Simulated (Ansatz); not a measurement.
Ansatz input

```yaml
crystal:
  lattice:
    - [2.4443634016, 0.0, 0.0]
    - [-1.2221817008, 2.1168808019, 0.0]
    - [0.0, 0.0, 8.6137015738]
  atoms:
    - { symbol: Cr, position: [0.0, 0.0, 0.0], spin: 1.5 }
    - { symbol: Cr, position: [0.0, 0.0, 0.5], spin: 1.5 }
    - { symbol: Cr, position: [0.3333333333, 0.6666666667, 0.25], spin: 1.5 }
    - { symbol: Cr, position: [0.6666666667, 0.3333333333, 0.75], spin: 1.5 }
hamiltonian:
  xc: lda
  pseudopotentials:
    kind: paw
    azcp:
      Cr: "pseudopotentials/Cr.paw.azcp"
basis:
  ecutwfc: 420
  fft_grid_basis: typed
kpoints:
  mp_grid: { grid: [17, 17, 4], shift: [0, 0, 0] }
magnetization:
  spin_polarized: true
scf:
  occupations: { method: fermi_dirac, width: 0.05 }
  lower_state_search: "off"
output:
  stress: true
```

and its output:

```
Warning: the record states the generating functional pbe (its physics header spells it `PBE`), which answers neither for hamiltonian.xc's functional nor for the lda family's — results may be inconsistent (PPs are generated against a specific XC)
Engine: ansatz 0.2.0, aarch64-unknown-linux-gnu
Pseudopotentials: kind: paw
Pseudopotential: Cr, paw, valence charge 14, recommended cutoff 420 eV (normal) 
Functional definition: SPW92
  exchange = slater_x
  correlation = pw_c
Crystal: 4 atoms, lattice volume = 44.571 Å³
Basis set: ecut = 420 eV, 827 PW (Γ)
Bands: 38, of which v1, the nominal top of the filled ones, is band 28 counted from 1 (27 counted from 0)
Symmetry: 24 space group operations
Space group: P63/mmc (ITA 194), of the structure as read, at distance tolerance 3.5e-5 Å
Magnetic group: BNS 194.263 (UNI 1493), of the structure as read, at distance tolerance 3.5e-5 Å
k-points: 99 of 1156
Non-local potential: Cr, projectors of the file, l = 0: 3, l = 1: 2, l = 2: 3, l = 3: 1
PAW form: soft (Blöchl's): semilocal exchange-correlation on the pseudo side does not see the compensation charge
PAW frozen core: Cr, regenerated for the run's functional, and the local potential with it (the file was generated under x = pbe(κ = 0.804, μ = 0.2195149727645171), c = pbe(β = 0.06672455060314922))
PAW one-centre angular grid: Cr, 590 points (default); XC on 64 Gauss nodes
Initial density: superposition of atomic densities (chi_scale 0.1, normalization cell)
Starting moments: Σ|m| = 6 μB on 4 of 4 sites
Initial wavefunctions: pseudopotential atomic-orbital guess
Functional: x = slater, c = lda
SCF iter   1: F=—  HF=-13296.076008 eV  |F-HF|=—  |Δ(HF+E_count)|=         —  Δρ=2.15e-1 (↑2.15e-1 ↓5.85e-2)  dr2=2.12e1  dr2_m=4.03e0  M=2.521 μB ∫|m|=2.523 μB  β_m=0.30  ethr=3.10e-3  ⟨swp⟩=3.7  Hψ=22889  notcnv=0
SCF iter   2: F=—  HF=-13291.857809 eV  |F-HF|=—  |Δ(HF+E_count)|=    4.22e0  Δρ=1.26e-1 (↑1.26e-1 ↓4.13e-2)  dr2=5.97e0  dr2_m=1.99e0  M=2.409 μB ∫|m|=2.411 μB  β_m=0.30  ethr=3.10e-3  ⟨swp⟩=2.2  Hψ=15448  notcnv=0  defer=390
SCF iter   3: F=—  HF=-13290.402734 eV  |F-HF|=—  |Δ(HF+E_count)|=    1.46e0  Δρ=5.53e-2 (↑4.70e-2 ↓5.53e-2)  dr2=1.21e0  dr2_m=8.37e-1  M=2.501 μB ∫|m|=2.502 μB  β_m=0.30  ethr=3.10e-3  ⟨swp⟩=3.0  Hψ=15385  notcnv=0  defer=382
SCF iter   4: F=—  HF=-13290.517556 eV  |F-HF|=—  |Δ(HF+E_count)|=   1.15e-1  Δρ=5.13e-2 (↑4.99e-2 ↓5.13e-2)  dr2=2.68e0  dr2_m=6.42e-1  M=2.169 μB ∫|m|=2.170 μB  β_m=0.30  ethr=2.17e-3  ⟨swp⟩=2.3  Hψ=10776  notcnv=0  defer=319
SCF iter   5: F=—  HF=-13290.410735 eV  |F-HF|=—  |Δ(HF+E_count)|=   1.07e-1  Δρ=3.87e-2 (↑3.87e-2 ↓3.10e-2)  dr2=2.82e-2  dr2_m=4.95e-1  M=1.879 μB ∫|m|=1.880 μB  β_m=0.30  ethr=2.17e-3  ⟨swp⟩=2.9  Hψ=12192  notcnv=0  defer=314
SCF iter   6: F=—  HF=-13290.459193 eV  |F-HF|=—  |Δ(HF+E_count)|=   4.85e-2  Δρ=3.03e-2 (↑2.83e-2 ↓3.03e-2)  dr2=1.62e-3  dr2_m=3.50e-1  M=1.670 μB ∫|m|=1.671 μB  β_m=0.30  ethr=5.04e-5  ⟨swp⟩=2.3  Hψ=13878  notcnv=0  defer=313
SCF iter   7: F=—  HF=-13290.508665 eV  |F-HF|=—  |Δ(HF+E_count)|=   4.95e-2  Δρ=2.57e-2 (↑2.52e-2 ↓2.57e-2)  dr2=1.99e-4  dr2_m=2.65e-1  M=1.464 μB ∫|m|=1.465 μB  β_m=0.30  ethr=2.89e-6  ⟨swp⟩=2.1  Hψ=14653  notcnv=0  defer=303
...
iter 19 did not close the SCF: its close was put off for a magnetic moment that had not settled (scf_convergence_deferred on its scf_iter line)
SCF iter  19: F=-13290.641192 eV  HF=-13290.641192 eV  |F-HF|=6.53e-8  |Δ(HF+E_count)|=   1.25e-7  Δρ=1.01e-5 (↑1.01e-5 ↓8.78e-6)  dr2=7.80e-8  dr2_m=2.37e-8  M=-0.000 μB ∫|m|=0.000 μB  β_m=0.85  ethr=1.79e-10  ⟨swp⟩=5.7  Hψ=29705  notcnv=0
iter 20 did not close the SCF: its close was put off for a magnetic moment that had not settled (scf_convergence_deferred on its scf_iter line)
SCF iter  20: F=-13290.641192 eV  HF=-13290.641192 eV  |F-HF|=3.64e-9  |Δ(HF+E_count)|=   1.53e-8  Δρ=2.27e-6 (↑2.27e-6 ↓1.75e-6)  dr2=4.42e-9  dr2_m=7.13e-10  M=-0.000 μB ∫|m|=0.000 μB  β_m=0.86  ethr=1.39e-10  ⟨swp⟩=1.9  Hψ=17771  notcnv=0
SCF iter  21: F=-13290.641192 eV  HF=-13290.641192 eV  |F-HF|=8.00e-10  |Δ(HF+E_count)|=  7.28e-12  Δρ=6.92e-7 (↑6.91e-7 ↓6.92e-7)  dr2=8.15e-10  dr2_m=1.81e-11  M=-0.000 μB ∫|m|=0.000 μB  ethr=7.90e-12  ⟨swp⟩=1.0  Hψ=17875  notcnv=0
WARN: the starting moments were not kept: the SCF closed with an absolute magnetisation of 6.5e-6 μB, where they sum to 6 μB in size (4 sites). That is at most 0.1 of that sum. Measured as dr2_m measures the in/out step, that magnetisation stands 9.9e-12 eV from none, at or under the dr2_threshold of 1.0e-7 eV: it is no larger than a step whose dr2_m would equal this threshold. The system may hold no moment; this SCF shows only that its start led to no more than that. To try another start: raise the starting moments (crystal.atoms[].spin, magnetization.per_species, magnetization.initial_magnetization, or on a non-collinear deck that types none of these the spinor_matrix: blocks that start its atoms; where the total moment is fixed, keep their sum and leave initial_magnetization as it is; typed ones take the place of any that the run laid by itself, positive ones on a crystal's lanthanoids without a Hubbard term where scf.initial_density.shell_occupations: [] is typed) or, if the notice of its spin-set hold's release reads "site moments contracting" or "site moments show no strong build", lengthen the hold (scf.mixing.spin_hold: { on: { confirm: 4 } }; for m-r²SCAN on two components see the key's manual first). Each may lead to a state that holds a moment. A second SCF, from the converged charge density, with the starting moments and any scf.initial_density.shell_occupations laid on it anew, would have followed, and was not run: the deck does not ask for one (magnetization.retry_lost_moments is false, the default). To let it run, set magnetization.retry_lost_moments: true and run the deck again, where that key's refused combinations let it; where memory then withholds it, that run's warning says so.
SCF 1 converged in 21 iterations: F = -13290.641192 eV  dr2 = 8.15e-10
SCF converged after 21 iterations
Magnetization: -0.0000 μB (28.0000 up, 28.0000 down)
Absolute magnetization: 0.0000 μB (∫|ρ↑−ρ↓|, with the PAW one-centre terms)
Spin contamination: 0.0000 ħ² per cell (⟨S²⟩ above its minimum at these occupations)
Per-site moments (μB) at R_I (Å): [(-1.6633747309604842e-6, 1.0082999031679678), (-1.663374731041601e-6, 1.0082999031679678), (-9.385620935374232e-7, 1.0082999031679678), (-9.385620932204236e-7, 1.0082999031679678)]
Free energy (F): -13290.641192 eV
Harris-Foulkes:  -13290.641192 eV  (|F-HF|=8.00e-10)
Internal energy: -13290.593198 eV  (E = F + TS)
E sigma→0 (E₀):  -13290.617195 eV
Entropy (-TS):   -0.047994 eV (-11.998 meV/atom)
Fermi energy:    19.703545 eV
--- Per-component energies (eV) ---
  E_band       = -532.866185
  E_kinetic    = 1382.197329
  E_local      = -4617.423414  (includes V_loc(G=0)·N_el)
  E_nonlocal   = 337.331321
  E_hartree    = 2023.558444
  E_xc         = -558.365512
  E_vxc        = -716.312690  (∫ρ·V_xc dr)
  E_paw        = -4566.509764  (= ΣΔE_a)
  E_vpaw       = -965.776253  (= ΣTr[D̂ρ^β])
  E_aug_tail   = 0.001405  (compensation charges beyond the density's cutoff)
  E_ewald      = -7292.843507
  E_core_change = 1.460499  (= ΣΔE_core)
  E_smearing   = -0.047994  (= −TS)
  E_closure    = 0.000000  (closes the sum)
  Σ components = -13290.641192   (vs F -13290.641192, Δ=0.00e0)
--- Stress (GPa, compression-positive) ---
        0.030365       0.000000       0.000000
        0.000000       0.030365      -0.000000
        0.000000      -0.000000      -0.229399
  P = ⅓ Tr σ = -0.0562 GPa (-0.562 kbar)
```
